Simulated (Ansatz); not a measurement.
**Te (trigonal-Te type, space group P3_121), map of one atom of the cell**

Relaxed Te (trigonal-Te type, space group P3_121):

```xyz
3
Lattice="4.5211 0.0000 0.0000 -2.2606 3.9154 0.0000 0.0000 0.0000 5.9549" Properties=species:S:1:pos:R:3 pbc="T T T"
Te     1.2122     0.0000     1.9850
Te    -0.6061     1.0498     3.9699
Te     1.6544     2.8656     0.0000
```

Two-dimensional scan of atom 1 (Te, nearest neighbour Te at 2.889 Å; its periodic images, 4.5 Å or more away, move with it): u runs along (0.707, 0.707, 0.000), v along (0.000, 0.000, 1.000) (Cartesian). Cell and other atoms are fixed.

Method: PBE (plane waves to 420 eV, PAW, scalar-relativistic; Ansatz, a first-principles code). k mesh 7×7×5 (Γ-centred), Fermi-Dirac smearing 0.05 eV. The energy includes the smearing's −TS. Compression counts positive. As the smearing reaches across the gap at some points, energies and forces of such displacements shift with the k mesh and the smearing. Spin-orbit coupling is left out, though Te is heavy. Te was relaxed with its symmetry unable to fall. The PAW data are Ansatz's earlier set. ΔE is measured from the undisplaced structure. Axes are in Å.

ΔE (eV/cell), with u across and v down:

```tsv
v \ u	-0.430	-0.215	0.000	0.215	0.430
-0.430	1.808	0.854	0.443	0.379	0.494
-0.215	0.774	0.289	0.112	0.137	0.263
0.000	0.322	0.071	0.000	0.051	0.159
0.215	0.325	0.166	0.112	0.133	0.197
0.430	0.710	0.550	0.443	0.396	0.410
```

P (GPa), with u across and v down:

```
v \ u   -0.430  -0.215  0.000  0.215  0.430
------  ------  ------  -----  -----  -----
-0.430    10.6     5.5    2.4    0.9    0.6
-0.215     6.0     2.7    0.6   -0.4   -0.6
0.000      3.7     1.5    0.0   -0.8   -1.0
0.215      3.5     1.9    0.6   -0.2   -0.4
0.430      5.0     3.6    2.4    1.5    1.1
```

What the scan shows:

* **Principal force constants in the plane (five-point differences of the forces)**: 2.6 and 4.9 eV/Å²
* **Softest direction at the centre**: 168° from u towards v
* **Centre of the map**: a minimum
* **Lowest place on the grid**: u = 0.000 Å, v = 0.000 Å (0 meV/cell)
* **Highest place on the grid**: u = -0.430 Å, v = -0.430 Å (1808 meV/cell)

The 25 points together took very roughly 18 core-minutes.

(For displaced atoms, the force is minus the slope of the energy, and its curvature is a force constant, which sets phonon frequencies.)
